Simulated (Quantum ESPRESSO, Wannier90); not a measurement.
# Wannierisation of GeS (Pnma)

```
begin unit_cell_cart
ang
   10.7807500000    0.0000000000    0.0000000000
    0.0000000000    3.6031400000    0.0000000000
    0.0000000000    0.0000000000    4.5231300000
end unit_cell_cart
begin atoms_frac
Ge  -0.1277500000  0.2500000000  0.3668900000
Ge   0.1277500000 -0.2500000000 -0.3668900000
Ge  -0.3722500000 -0.2500000000 -0.1331100000
Ge   0.3722500000  0.2500000000  0.1331100000
S   -0.3451700000  0.2500000000 -0.4852100000
S    0.3451700000 -0.2500000000  0.4852100000
S   -0.1548300000 -0.2500000000  0.0147900000
S    0.1548300000  0.2500000000 -0.0147900000
end atoms_frac
```

Structure: Materials Project mp-2242, symmetrised, not relaxed again. COD (Crystallography Open Database) has an entry of this formula and space group (matched by these alone). Method: PBEsol plane waves in Quantum ESPRESSO 7.5 (PseudoDojo norm-conserving files, 63 Ry, no spin polarisation, no spin-orbit coupling), Bloch states on a 4×6×6 mesh through Γ, Wannier90 4.0.1. Density: 4×8×8 mesh, cold smearing 0.01 Ry. The cell is built of weakly bound layers, chains or molecules, whose nearest atoms lie 3.50 Å apart. Database cells relaxed without dispersion often hold them too far apart, which can enlarge gaps and weakens couplings between them; spacing and stacking were not compared with the measured crystal. Spin-orbit coupling, left out, would split the p-like bands by a few tenths of an eV.

Bands 21-40 form an isolated set from -14.65 to 0.00 eV relative to the valence-band maximum (on the path) and are turned into 20 Wannier functions by minimising the spread from the start: s functions at random places.

Question: Where do the functions sit, how wide are they and what are they made of?

Answer: 
| functions | spread (Å²) | nearest atom, distance (Å) | second atom, distance (Å) | weight on atomic waves |
|---|---|---|---|---|
| 4 | 2.37 | Ge 0.38 | S 2.64 | Ge 4s 78 %, Ge 4p 17 % |
| 8 | 1.75 | S 0.79 | Ge 1.64 | S 3p 55 %, Ge 4p 25 %, S 3s 15 % |
| 4 | 1.75 | S 0.78 | Ge 1.66 | S 3p 54 %, Ge 4p 23 %, S 3s 17 % |
| 4 | 1.77 | S 0.46 | Ge 2.64 | S 3p 55 %, S 3s 36 %, Ge 4p 4 % |

Ω_I = 34.25 Å², Ω_total = 37.50 Å²; the interpolated bands follow pw.x to 5.9 meV rms on the path. It is the lowest total spread that any start reached here.
